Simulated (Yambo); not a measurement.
Consider the following.

```xyz
7
Lattice="5.1272 0.0000 0.0000 -2.5636 4.4403 0.0000 0.0000 0.0000 4.3638" Properties=species:S:1:pos:R:3 pbc="T T T"
B      2.5636     1.4801     0.0000
O      1.1792     1.3721     0.0000
O      3.1623     2.7331     0.0000
O      3.3494     0.3352     0.0000
F      0.0000     2.9602     2.1819
Zn     0.0000     2.9602     0.0000
Ba     0.0000     0.0000     2.1819
```

Workflow: LDA (pw.x of Quantum ESPRESSO, ONCV potentials, no spin-orbit coupling), then G0W0 in Yambo (3×3×4 Γ-centred k mesh, bands 5 to 153 and a 7 Ry block in the screening, 153 bands in G with the Bruneval-Gonze terminator, plasmon pole fitted at 27.2 eV).

Q: Give the LDA and G0W0 gaps between the band edges found on this mesh, and say where the edges lie.

A: Edges: K → Γ. LDA: 3.44 eV; G0W0: 5.70 eV. Nearest settings tried, and what they do to the gap: 102 bands in W, 102 bands in G: +65 meV; 6 Ry block (187 vectors against 217): -18 meV. Not varied: mesh. So the settings aren't converged at that level. Oxides, nitrides and fluorides with a shallow 3d shell are known to need far more bands and larger blocks. 

Geometry of the Materials Project entry, not relaxed at this level.
